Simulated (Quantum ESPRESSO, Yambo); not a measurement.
## Quasiparticle gap of AgI

```cif
data_Ag2I2
_chemical_formula_sum 'Ag2 I2'
_space_group_name_H-M_alt 'P 1'
_space_group_IT_number 1
_cell_length_a 4.39239
_cell_length_b 4.39239
_cell_length_c 6.21913
_cell_angle_alpha 90.000
_cell_angle_beta 90.000
_cell_angle_gamma 90.000
loop_
_space_group_symop_operation_xyz
  'x, y, z'
loop_
_atom_site_label
_atom_site_type_symbol
_atom_site_fract_x
_atom_site_fract_y
_atom_site_fract_z
_atom_site_occupancy
Ag1 Ag 0.00000 0.00000 0.00000 1
Ag2 Ag 0.50000 0.50000 0.00000 1
I1 I 0.00000 0.50000 0.69967 1
I2 I 0.50000 0.00000 0.30033 1
```

Cell and atoms were relaxed with PBE+D3(BJ) from Materials Project entry mp-567809, within its symmetry.

Starting point: PBEsol (pw.x of Quantum ESPRESSO, ONCV potentials, with spin-orbit coupling). G0W0 in Yambo: 2×2×2 Γ-centred k mesh, bands 17 to 292 and a 6 Ry block in the screening, 292 bands in G with the Bruneval-Gonze terminator, plasmon pole fitted at 27.2 eV.

PBEsol gap along the band path: 0.83 eV
PBEsol gap between the mesh's edge points (Γ → Γ): 0.83 eV
G0W0 gap between the same points: 1.68 eV

| k point | band | E PBEsol (eV) | E QP (eV) | shift (eV) | Z |
|---|---|---|---|---|---|
| Γ | VB−2 | -0.41 | -0.89 | -0.48 | 0.79 |
| Γ | VB−1 | 0.00 | -0.48 | -0.48 | 0.79 |
| Γ | VB | 0.00 | -0.48 | -0.48 | 0.79 |
| Γ | CB | 0.83 | 1.19 | 0.36 | 0.81 |
| Γ | CB+1 | 0.83 | 1.19 | 0.36 | 0.81 |
| Z | VB | -0.85 | -1.42 | -0.56 | 0.79 |
| Z | CB | 2.77 | 3.26 | 0.49 | 0.80 |
| X | VB | -1.03 | -1.58 | -0.55 | 0.79 |
| X | CB | 3.29 | 3.81 | 0.53 | 0.80 |
| R | VB | -0.77 | -1.27 | -0.50 | 0.79 |
| R | CB | 1.96 | 2.41 | 0.45 | 0.81 |
| M | VB | -2.06 | -2.61 | -0.55 | 0.79 |
| M | CB | 2.65 | 2.93 | 0.28 | 0.81 |
| A | VB | -1.83 | -2.37 | -0.54 | 0.78 |
| A | CB | 4.11 | 4.68 | 0.56 | 0.80 |

Energies count from the PBEsol valence-band maximum.

Nearest settings tried, and what they do to the gap: 196 bands in G: +7 meV; 196 bands in W, 196 bands in G: +46 meV; 5 Ry block (153 vectors against 221): -29 meV; 2×2×1 mesh: -244 meV. So the settings aren't converged at that level. The k mesh is coarse.

This is not the ordinary phase of the substance; no match was found in the copy of COD used, and its stability was not checked.
